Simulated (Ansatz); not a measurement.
# Phonons of YSb in the zincblende structure

Method: PBEsol, scalar-relativistic; no spin polarisation; PAW, 420 eV, Gaussian smearing of 0.05 eV; code Ansatz. The datasets are Ansatz's generated set soft_2.

```
Y Sb
1.0
     0.00000    3.43002    3.43002
     3.43002    0.00000    3.43002
     3.43002    3.43002    0.00000
Y Sb
1 1
Direct
  0.00000 0.00000 0.00000
  0.25000 0.25000 0.25000
```

This is a trial structure; measured cells of the compound in the Crystallography Open Database are in space group Fm-3m (rock salt).

Force constants come from finite displacements in a 2×2×2 supercell (the unit cell's 6×6×6 k-mesh, folded to it); the long-range dipole term is included. Points in reciprocal vectors of this cell: Γ = (0.000, 0.000, 0.000), X = (-0.500, -0.500, 0.000), U = (-0.375, -0.375, 0.250), K = (-0.375, 0.000, 0.375), L = (0.000, 0.000, 0.500), W = (-0.500, -0.250, 0.250).

Frequencies at the named points (cm⁻¹, imaginary ones negative):
```
point               ω (cm⁻¹)
    Γ      0 0 0 169 169 199
    X  33 33 124 158 164 164
    U  30 53 113 150 166 174
    K  30 53 113 150 166 174
    L  19 19 105 169 169 170
    W  46 46 114 146 169 173
```

Q: Is the structure dynamically stable along this path, and where does the spectrum end?

A: Yes: no branch is imaginary beyond numerical noise. The highest frequency is 199 cm⁻¹, at Γ. Points that don't fit the supercell are interpolated. The lowest branch at L is only 19 cm⁻¹, so the structure is close to an instability there.

Q: What does the harmonic approximation give for the vibrational free energy, entropy and heat capacity?

A: Zero-point energy 20.7 meV/atom.
```csv
T (K),F_vib (meV/atom),S (J/K per mole of atoms),C_V (J/K per mole of atoms)
100,9.0,22.6,19.5
200,-22.9,37.7,23.3
300,-67.3,47.3,24.2
400,-120.2,54.4,24.5
500,-179.5,59.8,24.7
600,-243.9,64.4,24.7
700,-312.6,68.2,24.8
800,-385.0,71.5,24.8
900,-460.6,74.4,24.9
1000,-539.2,77.0,24.9
```

The highest mode, 199 cm⁻¹, is worth 290 K. At 300 K the heat capacity has reached 97 % of the classical limit 3R = 24.9 J/K per mole of atoms, since all modes lie under k_BT.

Cost: 17 s on 4 threads of AMD EPYC 9R45 96-Core Processor (Zen 5), on a shared host, peak memory 2.2 GiB.

These numbers lack spin–orbit coupling.
